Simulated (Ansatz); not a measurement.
**SCF questions for Ni**

We look at Ni: a measured crystal structure (space group Fm-3m), with 1 atom per cell. Source: COD entry 9012994, which need not be the ambient phase.

```
CELL_PARAMETERS angstrom
0.00000 1.76855 1.76855
1.76855 0.00000 1.76855
1.76855 1.76855 0.00000
ATOMIC_POSITIONS crystal
Ni 0.00000 0.00000 0.00000
```

Site labels below count the atoms in this order, from 1.

Theory: DFT, PBE+U, PAW, plane waves, scalar-relativistic (Ansatz).

```yaml
hubbard_term_dudarev_form: U − J = 4.8 eV on Ni d, on Löwdin-orthonormalised all-electron atomic orbitals
plane_wave_cutoff: 420 eV
k_point_mesh: 13×13×13 (Γ-centred)
occupations: Fermi–Dirac smearing, 0.1 eV
valence_electrons: 18
spin: collinear, starting moments Ni1 2.00 μB
```

Moments by site are taken inside atomic spheres; the rest lies between them.

The starting density is a sum of atomic densities. β is the mixing step of the charge; the magnetisation has a step of its own, which the program sets unless it is named.

A static U favours moments and orbital order; the result depends on U and need not be the measured state. With one magnetic atom in the cell its copies can only be parallel; orders in a larger cell may lie lower. Only one magnetic start was run, with no search, so the state need not be the lowest. The U is a test value, not one fitted to this metal, and a U on a metal's d shells tends to overstate moments.

Default run: converged in 10 iterations, spin-polarised, site moments Ni1 0.73 μB, total 0.67 μB per cell, no gap on the k-mesh. The search for lower states is off, and runs that name a mixer don't switch to direct minimisation.

(1) Outcome with Fermi–Dirac width 0.01 eV, no switch to direct minimisation (limit 70 iterations)?

(2) Change to fixed occupations (limit 70 iterations). Does it converge, and to what?

(3) Outcome with density-residual threshold 1e-4 eV?

(4) What happens with linear mixing, β 0.9, no preconditioner (limit 70 iterations)?

(5) Rank these settings by the iterations they needed, fewest first.
A. Anderson, β 0.8, backtracking line search
B. 1 band beyond the filled ones
C. Anderson, β 0.02, history 8, no preconditioner

## Answers

(1) Converged in 9 iterations: free energy shifted by +22.1 meV/atom, zero-width estimate shifted by +2.6 meV/atom, pressure -1.4 GPa against -0.8.

(2) Input refused. inconsistent input (scf.occupations.method, magnetization): a σ = 0 step fill (method: fixed, or a smearing width below the step floor) with no hard lock on the total moment puts the same N_el/2 bands in each spin channel, which gives a total moment of zero, but the starting moments sum to +2.0000 μB; [...]

(3) Converged in 8 iterations: the same free energy, the program's other tests kept it going past the loose threshold.

(4) Not converged after 70 iterations. The run falls into a cycle of 2 steps and the residual stays around 1e+03 eV: the energy estimate swings by 300 eV, as each step overshoots and the next one undoes it.

(5) B (10), A (14), C (33).
